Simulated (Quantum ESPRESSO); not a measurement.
## Kohn-Sham bands of GeTe (R3m)

```xyz
2
Lattice="-2.0945 3.6278 0.0000 -4.1890 0.0000 0.0000 -2.0945 1.2093 3.6790" Properties=species:S:1:pos:R:3 pbc="T T T"
Ge     0.0000     0.0000     0.0858
Te     2.0945    -1.2093     1.5219
```

Materials Project entry mp-938; symmetrised, unrelaxed at this level. COD (Crystallography Open Database) has the formula in 3 space groups, this one among them (matched by group alone). Level: PBEsol, spinors with spin-orbit coupling; pw.x of Quantum ESPRESSO at 64 Ry with PseudoDojo potentials, 6×6×6 k-points, Wannier90. Density: 10×10×10 mesh, cold smearing 0.01 Ry. The cell is built of weakly bound layers, chains or molecules, whose nearest atoms lie 3.30 Å apart. Database cells relaxed without dispersion often hold them too far apart, which can enlarge gaps and weakens couplings between them; spacing and stacking were not compared with the measured crystal.

Energies are relative to the valence-band maximum; weights are on the orthonormalised atomic waves of the pseudopotential files, averaged over the group. 30 electrons a cell are treated as valence.

| bands | from (eV) | to (eV) | filling | weight on atomic waves |
|---|---|---|---|---|
| 1–4 | -37.72 | -37.70 | filled | (withheld) |
| 5–10 | -36.26 | -36.24 | filled | (withheld) |
| 11–14 | -25.14 | -25.13 | filled | (withheld) |
| 15–20 | -24.56 | -24.54 | filled | (withheld) |
| 21–22 | -13.05 | -10.98 | filled | (withheld) |
| 23–30 | -8.88 | -0.01 | filled | (withheld) |

Problem. Which atomic shells make up each group?

Solution. 
- 1–4, weight on atomic waves: Te 4d 100 %
- 5–10, weight on atomic waves: Te 4d 100 %
- 11–14, weight on atomic waves: Ge 3d 100 %
- 15–20, weight on atomic waves: Ge 3d 100 %
- 21–22, weight on atomic waves: Te 5s 72 %, Ge 4p 14 %, Ge 4s 12 %
- 23–30, weight on atomic waves: Te 5p 50 %, Ge 4p 25 %, Ge 4s 20 %

The Kohn-Sham gap over both meshes and the path is 0.45 eV.
